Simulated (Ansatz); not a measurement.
The relaxed structure here is a generated cell of NbP: the first start was made by placing the elements on the sites of a structure type, and the end was not matched to a known phase here, so it may be hypothetical.

A relaxed cell of NbP (P6/mmm (No. 191)), relaxed on a k-mesh at least as fine as the one used below. Level of theory: PBEsol (plane waves to 420 eV, PAW, scalar-relativistic; Ansatz, a first-principles code). Γ-centred k-mesh 8×8×8 on the run's cell (coarser than for final values), Fermi–Dirac smearing 0.05 eV.

```
NbP
1.0
   11.04745     0.00000     0.00000
   -2.76186     4.78369     0.00000
    5.52372     0.00000     3.98538
Nb P
6 6
Direct
  0.25000   0.00000   0.00000
  0.75000   0.00000   0.00000
  0.25000   0.50000   0.00000
  0.75000   0.50000   0.00000
  0.00000   0.50000   0.00000
  0.50000   0.50000   0.00000
  0.00000   0.00000   0.00000
  0.50000   0.00000   0.00000
  0.91667   0.66667   0.50000
  0.41667   0.66667   0.50000
  0.08333   0.33333   0.50000
  0.58333   0.33333   0.50000
```

The atoms are displaced along an unstable phonon of this cell by (Å):

```
atom      ux      uy      uz
----  ------  ------  ------
Nb1    0.000   0.000   0.119
Nb2    0.000   0.000  -0.119
Nb3    0.000   0.000  -0.119
Nb4    0.000   0.000   0.119
Nb5    0.000   0.000   0.000
Nb6    0.000   0.000   0.000
P7     0.000   0.000   0.000
P8     0.000   0.000   0.000
P9     0.075  -0.130   0.000
P10   -0.075   0.130   0.000
P11   -0.075   0.130   0.000
P12    0.075  -0.130   0.000
```

What forces (eV/Å) and pressure result?


```tsv
atom	Fx	Fy	Fz
Nb1	0.00	0.00	0.14
Nb2	0.00	0.00	-0.14
Nb3	0.00	0.00	-0.14
Nb4	0.00	0.00	0.14
Nb5	0.00	0.00	0.00
Nb6	0.00	0.00	0.00
P7	0.00	0.00	0.00
P8	0.00	0.00	0.00
P9	0.16	0.07	0.00
P10	0.14	0.10	0.00
P11	-0.16	-0.07	0.00
P12	-0.14	-0.10	0.00
```

Pressure -0.8 GPa.

The undisplaced cell is probably no minimum: from this displacement the run went on to Imma (No. 74), 0.02 eV/atom below it.

No spin polarisation in the result.
